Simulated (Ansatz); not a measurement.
The start is a relaxed Te2Mo cell, doubled along one cell vector, shaken by Gaussian noise of σ = 0.08 Å a coordinate. The structure is fully relaxed (lattice and positions, P = 0) with PBE (plane waves to 420 eV, PAW, scalar-relativistic; Ansatz, a program for electronic structure). The first steps use a coarse 2×4×7 k-mesh.

Starting cell:
```
CELL_PARAMETERS angstrom
     12.08101     0.00000     0.00000
      0.00000     6.83985     0.00000
      0.00000     0.00000     3.50462
ATOMIC_POSITIONS crystal
  Mo 0.25376 0.48372 0.48997
  Mo 0.75161 0.50743 0.51560
  Mo 0.99893 0.99238 0.96962
  Mo 0.49666 0.00580 0.01569
  Te 0.35039 0.87267 0.48883
  Te 0.85495 0.86916 0.54496
  Te 0.08640 0.65366 0.98224
  Te 0.60289 0.62994 0.99883
  Te 0.40403 0.35281 0.97921
  Te 0.90207 0.35232 0.97829
  Te 0.14508 0.14048 0.52657
  Te 0.65415 0.14489 0.49340
```

- Initial pressure = +3 GPa (positive: the cell is compressed)
- Largest initial force = about 3.6 eV/Å, on Te6 (atoms numbered as listed)
- Relative to the parent = It relaxes back to the parent, Pnnm (No. 58)
- Shortest distances (start → end) = The closest pairs of elements (up to four, under 3.6 Å), start → end: Mo–Te 2.44 → 2.69 Å; Te–Te 3.03 → 3.09 Å; Mo–Mo 3.50 → 3.50 Å
- Optimiser moves = 6

Final structure:

Space group Pnnm (No. 58); a = 6.040 Å, b = 6.840 Å, c = 3.505 Å, α = β = γ = 90.00°

```
atom  site  symmetry       x       y       z
----  ----  --------  ------  ------  ------
Mo      2b     ..2/m  0.0000  0.0000  0.5000
Te      4g       ..m  0.3046  0.1459  0.0000
```

Final values are on a 8×7×13 k-mesh of the relaxed cell. No spin polarisation in the result.

The relaxed structure here is a generated cell of Te2Mo: the first start was made by placing the elements on the sites of a structure type, and the end was not matched to a known phase here, so it may be hypothetical. Known forms of Te2Mo include space group No. 194.
